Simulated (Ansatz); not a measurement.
Values for one crystal, relaxed and computed with DFT-r²SCAN in the program Ansatz with PAW potentials; other levels are named.

- Volume per atom = 15.03 Å³
- Electronic character = metallic (no gap)
- Density of states at the Fermi level = 0.20 states/eV per atom (mean over ±0.08 eV)
- Formation energy from the elements (no fitted shifts) = -530 meV/atom

Problem. Which of these materials gives this?
(A) La2InGe2, P4/mbm (La on 4h, In on 2a, Ge on 4g)
(B) LaGe2Ru2, I4/mmm (La on 2a, Ge on 4e, Ru on 4d)
(C) GePd2, P-62m (Ge on 2c, Ge on 1b, Pd on 3g, Pd on 3f)
(D) CeCuGe, P6_3/mmc (Ge on 2c, Ce on 2a, Cu on 2d)

Solution. C, GePd2, P-62m (Ge on 2c, Ge on 1b, Pd on 3g, Pd on 3f)

The first step of the workflow began from a Materials Project structure, measured or hypothetical; the Crystallography Open Database copy checked does not list it. Whether it is the stable phase at ambient conditions was not checked. Symmetry was held in the r²SCAN relaxation; its stability against distortions is not shown here. The run is not spin-polarised. The references are the lowest solids computed at this level, not always the standard phases. Scalar-relativistic: spin–orbit coupling is off unless named, which matters more the heavier the elements.

Potentials: the later of the program's two PAW sets.
